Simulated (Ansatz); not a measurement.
Below is a relaxed structure of HfBe2Si2. The cell was found from a structure generator's guess, not taken from experiment.

Theory: DFT PBE, scalar-relativistic, plane waves, PAW in Ansatz 0.2.0. Cutoff 420 eV, Γ-centred mesh, Gaussian smearing, no spin polarisation.

```yaml
crystal:
  lattice:
    - [3.28623, -1.89328, 0.00000]
    - [3.28623, 1.89328, 0.00000]
    - [-0.71942, 0.00000, 5.71746]
  atoms:
    - { symbol: Hf, position: [0.00000, 0.00000, 0.00000] }
    - { symbol: Be, position: [0.29252, 0.29252, 0.69288] }
    - { symbol: Be, position: [0.70748, 0.70748, 0.30712] }
    - { symbol: Si, position: [0.37528, 0.37528, 0.30146] }
    - { symbol: Si, position: [0.62472, 0.62472, 0.69854] }
```

Formation energies are uncorrected and refer to the elements' standard structures at the same level.

(1) Find its symmetry and describe it.

(2) What is its formation energy per atom?

(3) Is it a metal?

Results:

(1) C2/m (No. 12). Conventional cell: a = 6.572 Å, b = 3.787 Å, c = 5.763 Å, β = 97.2°. Hf has 6 Si at 2.76–2.83 Å and 6 Be at 2.77–2.82 Å; Be is surrounded by 3 Si at 2.18–2.19 Å, 1 Si at 2.39 Å and 3 Hf at 2.77–2.82 Å; Si is surrounded by 3 Be at 2.18–2.19 Å, 1 Be at 2.39 Å, 1 Si at 2.64 Å and 3 Hf at 2.76–2.83 Å.

(2) −0.22 eV/atom. Whether it is stable depends on the other phases of the system, which aren't compared here.

(3) Yes, bands cross the Fermi level on the 12×12×8 mesh.

The last run used a 12×12×8 mesh (in the run's order of axes) for its 5-atom cell and Gaussian smearing of 0.10 eV. These runs have no spin–orbit coupling, which can matter for Hf. This cell was reached by moving the atoms of another relaxed cell at random and relaxing again, last within the group found; it had no such test of its own.
